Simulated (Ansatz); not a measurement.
A geometry of O2 away from equilibrium: the start of the relaxation of a generated trial cell of O2 in the AFLOW prototype A_hR2_166_c. Calculation: r2SCAN (plane waves to 500 eV, PAW, scalar-relativistic; Ansatz, a program for electronic structure). Γ-centred k-mesh 12×12×12 on the run's cell, Fermi–Dirac smearing 0.05 eV.

```xyz
2
Lattice="1.6445 0.9495 3.7603 -1.6445 0.9495 3.7603 0.0000 -1.8989 3.7603" Properties=species:S:1:pos:R:3:forces:R:3 pbc="T T T" free_energy=-1131.990 pressure_GPa=-2.1
O      0.0000     0.0000     0.6126    0.0000    0.0000   -1.3381
O      0.0000     0.0000    10.6684    0.0000    0.0000    1.3381
```

Positions in Å, forces in eV/Å, free energy of the cell in eV (comparable only within this code, potentials and settings). Largest force: 1.34 eV/Å, on O1, O2 (atoms numbered as listed); the geometry lies 0.01 eV/atom above the end of its relaxation.

Spin-polarised start, with parallel moments on O.

Spin state reached: ferromagnetic (net 1.00 μB/atom), from parallel starting moments; other spin orders were not run from this start. One molecule in the cell forces parallel spins. Without a van der Waals term the distances between weakly bound units are poorly fixed.

The run could not lose the symmetry of its start, so the end can be a saddle point.

The end of the path is a generated cell of O2: the first start was made by placing the elements on the sites of a structure type, and the end was not matched to a known phase here, so it may be hypothetical. A known form of O2 has the same space group; whether the sites agree was not checked.
